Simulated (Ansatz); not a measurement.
## One structure type, several compounds

Level of theory: DFT, PBEsol, all-electron LAPW, scalar-relativistic in Ansatz 0.2.0.

All compounds have space group I4/mmm with 4 atoms in the primitive cell. V0, B0 and B0′ come from third-order Birch–Murnaghan fits to pressures at five volumes, with shape and internal coordinates held; prototypes and MP cells needn't be known phases. No run is spin-polarised.

Where a row has no spin, whether a magnetic state lies lower isn't shown here.

No spin–orbit coupling, which matters for the heavy atoms here.

TiGa3: Ti 2a (0.000 0.000 0.000), Ga 2b (0.500 0.500 0.000), Ga 4d (0.000 0.500 0.250); shape as in a = 3.79 Å, b = 3.79 Å, c = 8.73 Å, α = 90.00°, β = 90.00°, γ = 90.00°; COD 1522707, reported; 14×14×14 mesh, smearing 0.05 eV; no spin
TlPd3: Tl 2a (0.000 0.000 0.000), Pd 4d (0.000 0.500 0.250), Pd 2b (0.500 0.500 0.000); shape as in a = 4.15 Å, b = 4.15 Å, c = 7.50 Å, α = 90.00°, β = 90.00°, γ = 90.00°; COD 1522856, reported; 12×12×12 mesh, smearing 0.08 eV; no spin
TaGa3: Ta 2a (0.000 0.000 0.000), Ga 4d (0.000 0.500 0.250), Ga 2b (0.500 0.500 0.000); shape as in a = 3.80 Å, b = 3.80 Å, c = 8.70 Å, α = 90.00°, β = 90.00°, γ = 90.00°; COD 1522718, reported; 14×14×14 mesh, smearing 0.05 eV; no spin

| compound | V0 (Å³/atom) | B0 (GPa) | B0′ |
| --- | --- | --- | --- |
| TiGa3 | ? | ? | 4.6 |
| TlPd3 | 16.10 | 165 | 5.5 |
| TaGa3 | 15.40 | ? | 4.8 |

What belongs in the row "TiGa3", column "B0 (GPa)"?

113.

What belongs in the row "TaGa3", column "B0 (GPa)"?

141.

Fill in "V0 (Å³/atom)" for the row "TiGa3".

15.22.
